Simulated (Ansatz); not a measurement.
Deforming CdAg

```xyz
2
Lattice="3.3300 0.0000 0.0000 0.0000 3.3300 0.0000 0.0000 0.0000 3.3300" Properties=species:S:1:pos:R:3 pbc="T T T"
Cd    1.6650    1.6650    1.6650
Ag    0.0000    0.0000    0.0000
```

Atom numbers follow the list: Cd1, Ag2.

The conventional cell has a = 3.330 Å, b = 3.330 Å, c = 3.330 Å, α = 90.00°, β = 90.00°, γ = 90.00°. Cd (atom 1) is surrounded by 8 Ag at 2.88 Å. Ag (atom 2) has 8 Cd at 2.88 Å as nearest neighbours.

The cell is COD entry 9008796, as deposited and not checked against the literature; nothing was relaxed.

Level of theory: DFT, PBEsol, all-electron LAPW, scalar-relativistic in Ansatz 0.2.0.

Sampling and basis: a Γ-centred 12×12×12 k mesh, Fermi–Dirac smearing of 0.05 eV, basis error target 0.25 meV/atom, no spin polarisation.

The unchanged cell is at -1.69 GPa.

In a metal, stresses and small energies carry noise from the k mesh.

x, y and z are the Cartesian axes of the cell as listed; fractional coordinates follow a strain, and an engineering shear is twice the off-diagonal strain component.

Problem. With this change (equal xy, yz and zx engineering shear strains of -2 %), what becomes of the energy and stress?

Solution. Energy change +3 meV/atom; stress change (xx, yy, zz, yz, xz, xy) 0.12, 0.12, 0.12, 1.02, 1.02, 1.02 GPa, compression positive.

Problem. With this change (equal xy, yz and zx engineering shear strains of -1 %), what becomes of the energy and stress?

Solution. Energy change under 1 meV/atom; stress change (xx, yy, zz, yz, xz, xy) 0.03, 0.03, 0.03, 0.45, 0.45, 0.45 GPa, compression positive.

Problem. With this change (equal xy, yz and zx engineering shear strains of +1 %), what becomes of the energy and stress?

Solution. Energy change under 1 meV/atom; stress change (xx, yy, zz, yz, xz, xy) 0.03, 0.03, 0.03, -0.52, -0.52, -0.52 GPa, compression positive.

Problem. With this change (equal xy, yz and zx engineering shear strains of +2 %), what becomes of the energy and stress?

Solution. Energy change +3 meV/atom; stress change (xx, yy, zz, yz, xz, xy) 0.12, 0.12, 0.12, -1.04, -1.04, -1.04 GPa, compression positive.
